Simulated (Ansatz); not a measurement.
Relaxed Gd (hcp, Mg type):

```xyz
2
Lattice="3.6484 0.0000 0.0000 -1.8242 3.1596 0.0000 0.0000 0.0000 5.8348" Properties=species:S:1:pos:R:3 pbc="T T T"
Gd     0.0000     2.1064     4.3761
Gd     1.8242     1.0532     1.4587
```

Computed with PBE (plane waves to 420 eV, PAW, scalar-relativistic; Ansatz, a quantum-chemistry and plane-wave program). k mesh 12×12×7 (Γ-centred), Fermi-Dirac smearing 0.05 eV. With partly filled bands, energies and forces of such displacements shift with the k mesh and the smearing. Gd was relaxed with its symmetry unable to fall. Relaxed Gd ends ferromagnetic. Other magnetic orders were not checked, so this need not be the ground state. The f-shell state is unchecked: a lower one may exist.

One atom of the cell was then moved (with its periodic images), all else fixed, and the forces (eV/Å) came out as:

```csv
atom,Fx,Fy,Fz
Gd1,0.279,0.029,0.787
Gd2,-0.279,-0.029,-0.787
```

With two atoms only their relative shift counts; take Gd1 as fixed.

**Question.** Which atom was moved, and by which vector (Å)?

**Answer.** Gd2, by (0.30, 0.00, 0.30), 0.42 Å in all.

(A displaced cell: forces are minus the slopes of the energy, force constants its curvatures, and phonons follow from these.)
